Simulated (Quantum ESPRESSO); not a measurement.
## AlGe2N3S (one run as intended and one with a planted mistake)

A calculation, not a measurement. The program is pw.x of Quantum ESPRESSO 7.5 (plane-wave density functional theory). The cell is made up: 7 atoms on a zincblende/diamond lattice with one site empty, with randomly drawn elements, strain and displacements, not relaxed. PseudoDojo standard norm-conserving files (v0.5 for PBE, v0.4.1 for LDA and PBEsol) set the functional; there is no spin polarisation, spin-orbit coupling or dispersion term, and the masses in the input are unused placeholders.

Intended input:

```
&control calculation='scf', pseudo_dir='./dojo.nc.sr.pbe.v0_5.standard.upf', outdir='./o', disk_io='low', tprnfor=.true., tstress=.true. /
&system ibrav=0, nat=7, ntyp=4, nbnd=32, ecutwfc=84.00895049, nosym=.true., tot_charge=0,
 occupations='smearing', smearing='fd', degauss=0.0018374661
/
&electrons conv_thr=7.350e-09, electron_maxstep=60, /
ATOMIC_SPECIES
Al 1.0 Al.upf
Ge 1.0 Ge.upf
N 1.0 N.upf
S 1.0 S.upf
CELL_PARAMETERS angstrom
4.6844 0.0157 -0.0453
0.0157 4.6002 0.0713
-0.0453 0.0713 4.6467
ATOMIC_POSITIONS angstrom
Al -0.0414 2.1905 2.3324
Ge 2.4368 0.0107 2.2384
Ge 2.3792 2.2801 -0.0415
N 1.1422 1.1683 1.2165
S 1.1638 3.4929 3.5871
N 3.4599 1.1392 3.4656
N 3.4912 3.4881 1.1473
K_POINTS automatic
4 4 4 1 1 1
```

The log is shortened where brackets say so; the opening notice, blank lines, dates and the lines on written files are dropped, and the path of the files is cut. It prints rydbergs, bohrs and kilobars, and counts compression as positive stress. Where no state is partly filled, the Fermi energy that it prints is only some level between the filled and the empty states on the mesh, and need not lie in the true gap.

Log of the intended run:

```
     Program PWSCF v.7.5
     Parallel version (MPI & OpenMP), running on       4 processor cores
     Number of MPI processes:                 4
     Threads/MPI process:                     1
     [start-up lines left out]
     bravais-lattice index     =            0
     lattice parameter (alat)  =       8.8527  a.u.
     unit-cell volume          =     675.4952 (a.u.)^3
     number of atoms/cell      =            7
     number of atomic types    =            4
     number of electrons       =        52.00
     number of Kohn-Sham states=           32
     kinetic-energy cutoff     =      84.0090  Ry
     charge density cutoff     =     336.0358  Ry
     scf convergence threshold =      7.3E-09
     mixing beta               =       0.7000
     number of iterations used =            8  plain     mixing
     Exchange-correlation= PBE
                           (   1   4   3   4   0   0   0)
     [axes and pseudopotential details left out]
   Cartesian axes
     site n.     atom                  positions (alat units)
         1        Al     tau(   1) = (  -0.0088374   0.4675914   0.4978819  )
         2        Ge     tau(   2) = (   0.5201674   0.0022841   0.4778163  )
         3        Ge     tau(   3) = (   0.5078720   0.4867177  -0.0088587  )
         4        N      tau(   4) = (   0.2438178   0.2493892   0.2596781  )
         5        S      tau(   5) = (   0.2484286   0.7456061   0.7657143  )
         6        N      tau(   6) = (   0.7385618   0.2431774   0.7397785  )
         7        N      tau(   7) = (   0.7452432   0.7445814   0.2449065  )
     number of k points=    32  Fermi-Dirac smearing, width (Ry)=  0.0018
                       cart. coord. in units 2pi/alat
        k(    1) = (   0.1257999   0.1249227   0.1253303), wk =   0.0625000
        k(    2) = (   0.1282511   0.1210066   0.3774558), wk =   0.0625000
     [further k points left out]
     Dense  grid:    70275 G-vectors     FFT dimensions: (  54,  54,  54)
     Estimated max dynamical RAM per process >     121.20 MB
     Estimated total dynamical RAM >     433.35 MB
     Initial potential from superposition of free atoms
     starting charge      51.9959, renormalised to      52.0000
     Starting wfcs are   38 randomized atomic wfcs
     total cpu time spent up to now is        1.2 secs
     per-process dynamical memory:    87.9 Mb
     Self-consistent Calculation
     iteration #  1     ecut=    84.01 Ry     beta= 0.70
     Davidson diagonalization with overlap
     ethr =  1.00E-02,  avg # of iterations =  3.1
     total cpu time spent up to now is        2.8 secs
     total energy              =    -445.12080186 Ry
     estimated scf accuracy    <       1.89676382 Ry
     iteration #  2     ecut=    84.01 Ry     beta= 0.70
     Davidson diagonalization with overlap
     ethr =  3.65E-03,  avg # of iterations =  4.2
     total cpu time spent up to now is        4.4 secs
     total energy              =    -445.11360081 Ry
     estimated scf accuracy    <       4.93760203 Ry
     [iterations 3 to 10 left out]
     iteration # 11     ecut=    84.01 Ry     beta= 0.70
     Davidson diagonalization with overlap
     ethr =  2.61E-09,  avg # of iterations =  2.0
     total cpu time spent up to now is       16.5 secs
     total energy              =    -446.08322020 Ry
     estimated scf accuracy    <       0.00000014 Ry
     iteration # 12     ecut=    84.01 Ry     beta= 0.70
     Davidson diagonalization with overlap
     ethr =  2.76E-10,  avg # of iterations =  3.0
     total cpu time spent up to now is       17.8 secs
     End of self-consistent calculation
     [lines on levels left out]
     the Fermi energy is     8.5095 ev
!    total energy              =    -446.08322024 Ry
     estimated scf accuracy    <          4.1E-09 Ry
     smearing contrib. (-TS)   =      -0.00000000 Ry
     internal energy E=F+TS    =    -446.08322024 Ry
     The total energy is F=E-TS. E is the sum of the following terms:
     one-electron contribution =    -222.21097996 Ry
     hartree contribution      =     143.75285467 Ry
     xc contribution           =    -114.08314642 Ry
     ewald contribution        =    -253.54194853 Ry
     convergence has been achieved in  12 iterations
     Forces acting on atoms (cartesian axes, Ry/au):
     atom    1 type  1   force =    -0.07954539   -0.05572398   -0.08560223
     atom    2 type  2   force =     0.05415988    0.11302921   -0.11118273
     atom    3 type  2   force =     0.19598884   -0.22704905    0.22920332
     atom    4 type  3   force =     0.06547733    0.01273264    0.00484970
     atom    5 type  4   force =    -0.22496287    0.17530139   -0.04163466
     atom    6 type  3   force =    -0.00803968    0.03928124   -0.02818964
     atom    7 type  3   force =    -0.00307811   -0.05757144    0.03255624
     Total force =     0.530716     Total SCF correction =     0.000148
     Computing stress (Cartesian axis) and pressure
          total   stress  (Ry/bohr**3)                   (kbar)     P=        2.03
   0.00026477  -0.00003361   0.00069118           38.95       -4.94      101.68
  -0.00003361  -0.00002999  -0.00084688           -4.94       -4.41     -124.58
   0.00069118  -0.00084688  -0.00019334          101.68     -124.58      -28.44
     init_run     :      1.10s CPU      1.13s WALL (       1 calls)
     electrons    :     16.55s CPU     16.63s WALL (       1 calls)
     forces       :      0.24s CPU      0.25s WALL (       1 calls)
     stress       :      0.78s CPU      0.78s WALL (       1 calls)
     [timing details left out]
     PWSCF        :     18.74s CPU     18.88s WALL
     JOB DONE.
```

A second run has one planted mistake: the smearing is too wide. The input lines that differ, file-writing options aside:

```
- &system ibrav=0, nat=7, ntyp=4, nbnd=32, ecutwfc=84.00895049, nosym=.true., tot_charge=0,
+ &system ibrav=0, nat=7, ntyp=4, nbnd=50, ecutwfc=84.00895049, nosym=.true., tot_charge=0,
-  occupations='smearing', smearing='fd', degauss=0.0018374661
+  occupations='smearing', smearing='fd', degauss=0.0573289426
```

Its log:

```
     Program PWSCF v.7.5
     Parallel version (MPI & OpenMP), running on       4 processor cores
     Number of MPI processes:                 4
     Threads/MPI process:                     1
     [start-up lines left out]
     bravais-lattice index     =            0
     lattice parameter (alat)  =       8.8527  a.u.
     unit-cell volume          =     675.4952 (a.u.)^3
     number of atoms/cell      =            7
     number of atomic types    =            4
     number of electrons       =        52.00
     number of Kohn-Sham states=           50
     kinetic-energy cutoff     =      84.0090  Ry
     charge density cutoff     =     336.0358  Ry
     scf convergence threshold =      7.3E-09
     mixing beta               =       0.7000
     number of iterations used =            8  plain     mixing
     Exchange-correlation= PBE
                           (   1   4   3   4   0   0   0)
     [axes and pseudopotential details left out]
   Cartesian axes
     site n.     atom                  positions (alat units)
         1        Al     tau(   1) = (  -0.0088374   0.4675914   0.4978819  )
         2        Ge     tau(   2) = (   0.5201674   0.0022841   0.4778163  )
         3        Ge     tau(   3) = (   0.5078720   0.4867177  -0.0088587  )
         4        N      tau(   4) = (   0.2438178   0.2493892   0.2596781  )
         5        S      tau(   5) = (   0.2484286   0.7456061   0.7657143  )
         6        N      tau(   6) = (   0.7385618   0.2431774   0.7397785  )
         7        N      tau(   7) = (   0.7452432   0.7445814   0.2449065  )
     number of k points=    32  Fermi-Dirac smearing, width (Ry)=  0.0573
                       cart. coord. in units 2pi/alat
        k(    1) = (   0.1257999   0.1249227   0.1253303), wk =   0.0625000
        k(    2) = (   0.1282511   0.1210066   0.3774558), wk =   0.0625000
     [further k points left out]
     Dense  grid:    70275 G-vectors     FFT dimensions: (  54,  54,  54)
     Estimated max dynamical RAM per process >     152.86 MB
     Estimated total dynamical RAM >     559.97 MB
     Initial potential from superposition of free atoms
     starting charge      51.9959, renormalised to      52.0000
     Starting wfcs are   38 randomized atomic wfcs +   12 random wfcs
     total cpu time spent up to now is        1.3 secs
     per-process dynamical memory:   108.6 Mb
     Self-consistent Calculation
     iteration #  1     ecut=    84.01 Ry     beta= 0.70
     Davidson diagonalization with overlap
     ethr =  1.00E-02,  avg # of iterations =  7.0
     total cpu time spent up to now is        4.5 secs
     total energy              =    -445.26151050 Ry
     estimated scf accuracy    <       1.76480536 Ry
     iteration #  2     ecut=    84.01 Ry     beta= 0.70
     Davidson diagonalization with overlap
     ethr =  3.39E-03,  avg # of iterations =  2.0
     total cpu time spent up to now is        6.6 secs
     total energy              =    -445.21947179 Ry
     estimated scf accuracy    <       4.95598805 Ry
     [iterations 3 to 10 left out]
     iteration # 11     ecut=    84.01 Ry     beta= 0.70
     Davidson diagonalization with overlap
     ethr =  4.20E-10,  avg # of iterations =  2.1
     total cpu time spent up to now is       23.5 secs
     total energy              =    -446.15561176 Ry
     estimated scf accuracy    <       0.00000001 Ry
     iteration # 12     ecut=    84.01 Ry     beta= 0.70
     Davidson diagonalization with overlap
     ethr =  2.68E-11,  avg # of iterations =  3.1
     total cpu time spent up to now is       25.5 secs
     End of self-consistent calculation
     [lines on levels left out]
     the Fermi energy is     8.9438 ev
!    total energy              =    -446.15561177 Ry
     estimated scf accuracy    <          6.2E-09 Ry
     smearing contrib. (-TS)   =      -0.21654525 Ry
     internal energy E=F+TS    =    -445.93906652 Ry
     The total energy is F=E-TS. E is the sum of the following terms:
     one-electron contribution =    -222.26553033 Ry
     hartree contribution      =     143.92427569 Ry
     xc contribution           =    -114.05586335 Ry
     ewald contribution        =    -253.54194853 Ry
     convergence has been achieved in  12 iterations
     Forces acting on atoms (cartesian axes, Ry/au):
     atom    1 type  1   force =    -0.07663642   -0.04873355   -0.07544586
     atom    2 type  2   force =     0.05832540    0.09990997   -0.09798587
     atom    3 type  2   force =     0.19863442   -0.21592584    0.21222968
     atom    4 type  3   force =     0.05535363    0.01649911    0.01036490
     atom    5 type  4   force =    -0.22819894    0.16855731   -0.04838068
     atom    6 type  3   force =    -0.00626133    0.03936391   -0.03330240
     atom    7 type  3   force =    -0.00121677   -0.05967091    0.03252022
     Total force =     0.511502     Total SCF correction =     0.000137
     Computing stress (Cartesian axis) and pressure
          total   stress  (Ry/bohr**3)                   (kbar)     P=       46.06
   0.00045636  -0.00008489   0.00059831           67.13      -12.49       88.01
  -0.00008489   0.00030986  -0.00068857          -12.49       45.58     -101.29
   0.00059831  -0.00068857   0.00017312           88.01     -101.29       25.47
     init_run     :      1.19s CPU      1.24s WALL (       1 calls)
     electrons    :     24.13s CPU     24.22s WALL (       1 calls)
     forces       :      0.30s CPU      0.30s WALL (       1 calls)
     stress       :      0.98s CPU      0.99s WALL (       1 calls)
     [timing details left out]
     PWSCF        :     26.67s CPU     26.83s WALL
     JOB DONE.
```

|  | intended run | run with the mistake |
| --- | --- | --- |
| free energy (eV) | -6069.271 | -6070.256 |
| smearing term -TS (eV) | 0.0000 | -2.9462 |
| pressure (GPa) | 0.20 | 4.61 |
| largest force component (eV/Å) | 5.893 | 5.867 |
| largest change of a force component (eV/Å) |  | 0.436 |
| iterations | 12 | 12 |

For scale, a rerun of the intended cell at 1437 eV and a 6 x 6 x 6 mesh moved values by no more than 0.004 eV in energy, 0.02 GPa in stress and 0.002 eV/Å in force. The number of bands, nbnd, was set by rule from the electron count and the smearing, so it follows the mistake.